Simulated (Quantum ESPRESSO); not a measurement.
## Kohn-Sham bands of Te (C2/m)

```yaml
crystal:
  lattice:
    - [3.82029, -2.14820, 0.00000]
    - [3.82029, 2.14820, 0.00000]
    - [-0.09429, 0.00000, 5.97609]
  atoms:
    - { symbol: Te, position: [0.69055, 0.69055, 0.66119] }
    - { symbol: Te, position: [0.30945, 0.30945, 0.33881] }
    - { symbol: Te, position: [0.00000, 0.00000, 0.00000] }
```

Structure: Materials Project mp-570459, symmetrised, not relaxed again. Not found in the COD (Crystallography Open Database) copy used, which has the formula in other groups; not checked further. Level: LDA, no spin polarisation, no spin-orbit coupling; pw.x of Quantum ESPRESSO at 66 Ry with PseudoDojo potentials, 8×8×6 k-points, Wannier90. Density: 8×8×6 mesh, cold smearing 0.01 Ry. Spin-orbit coupling is left out although heavy elements are present.

Problem. List the Kohn-Sham levels between −8 and 3.0 eV relative to the Fermi level at the high-symmetry points, as a band run of pw.x on that density gives them (levels within 2 meV counted together).

Solution. 
```json
[
 {"point": "Γ", "k (reciprocal lattice)": "0.000 0.000 0.000", "levels (eV)": "-2.71, -2.68, -2.26, -2.05, -1.63, -1.41, 0.95, 0.98, 1.52"},
 {"point": "C", "k (reciprocal lattice)": "-0.329 0.329 0.000", "levels (eV)": "-4.26, -4.12, -3.63, -3.59, -3.26, -3.02, 2.82, 2.85"},
 {"point": "C_2", "k (reciprocal lattice)": "-0.671 -0.329 0.000", "levels (eV)": "-4.26, -4.12, -3.63, -3.59, -3.26, -3.02, 2.82, 2.85"},
 {"point": "Y_2", "k (reciprocal lattice)": "-0.500 -0.500 0.000", "levels (eV)": "-4.89, -4.18, -4.07, -3.95, -0.33, -0.15, 0.06, 0.22, 2.44"},
 {"point": "M_2", "k (reciprocal lattice)": "-0.500 -0.500 0.500", "levels (eV)": "-5.92, -3.27, -3.25, -3.11, -2.54, -0.09, 0.27, 2.30, 2.41"},
 {"point": "D", "k (reciprocal lattice)": "-0.673 -0.327 0.500", "levels (eV)": "-5.45, -5.20, -5.18, -0.44, -0.20, 0.17, 0.18, 0.32, 0.83"},
 {"point": "D_2", "k (reciprocal lattice)": "-0.327 0.327 0.500", "levels (eV)": "-5.45, -5.20, -5.18, -0.44, -0.20, 0.17, 0.18, 0.32, 0.83"},
 {"point": "A", "k (reciprocal lattice)": "0.000 0.000 0.500", "levels (eV)": "-3.75, -2.68, -2.60, -1.18, -0.78, -0.35, -0.20, -0.12, 0.17"},
 {"point": "L_2", "k (reciprocal lattice)": "-0.500 0.000 0.500", "levels (eV)": "-5.92, -3.61, -3.42, -2.74, -2.62, -0.23, 0.25, 1.96, 2.62"},
 {"point": "V_2", "k (reciprocal lattice)": "-0.500 0.000 0.000", "levels (eV)": "-4.78, -4.47, -4.10, -3.80, -0.62, -0.61, 0.22, 0.34, 2.42"}
]
```
